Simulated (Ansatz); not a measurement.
**PbF$_{2}$: energy along a strain**

PbF$_{2}$, Fm-3m, a = 5.940 Å (as given, not relaxed at this level: -4.9 GPa). The structure is a COD entry; whether it is the stable form wasn't checked. Ansatz: LDA, PAW, 420 eV, Γ-centred 8×8×8 mesh on 3 atoms, Gaussian smearing 0.05 eV; no spin polarisation. Cell vectors (Å): 0.000 2.970 2.970; 2.970 0.000 2.970; 2.970 2.970 0.000. The cell is strained by x per cent times the pattern (0 0 0 1 0 0) in the order xx yy zz yz xz xy (engineering shears), with fractional coordinates held. y is the free energy over the start, V0 = 17.463 Å³/atom. Symmetry makes y even in x.

| x (%) | y (meV/atom) |
| --- | --- |
| -6.00 | ? |
| -3.00 | 1.27 |
| 0.00 | 0.00 |
| 0.75 | 0.13 |
| 1.50 | 0.37 |
| 2.25 | 0.74 |
| 3.75 | 1.97 |
| 4.50 | 2.81 |
| 5.25 | 3.80 |

Fit y = c2 x² + c4 x⁴ to the other rows, get the stiffness along the pattern, and predict the missing energy.

Least squares on the rows shown. y = 0.1443 x² − 0.0002450 x⁴. The clamped-ion stiffness p·C·p = 2 × 1.443 eV × 160.2 / 17.463 Å³ = 26 GPa, which is C44 in these axes (second derivative at the start, which stands under stress). With a term in x⁶ added, the coefficient of x² becomes 0.1520, 5 % more, which shows how far this figure hangs on the form. At x = -6.00 the fit asked for gives 4.88 meV/atom. The run gave 4.95 meV/atom, so the fit is 0.07 meV/atom too low, a small miss on the scale of the series.

Spin–orbit coupling is left out, which can shift energies with elements as heavy as these.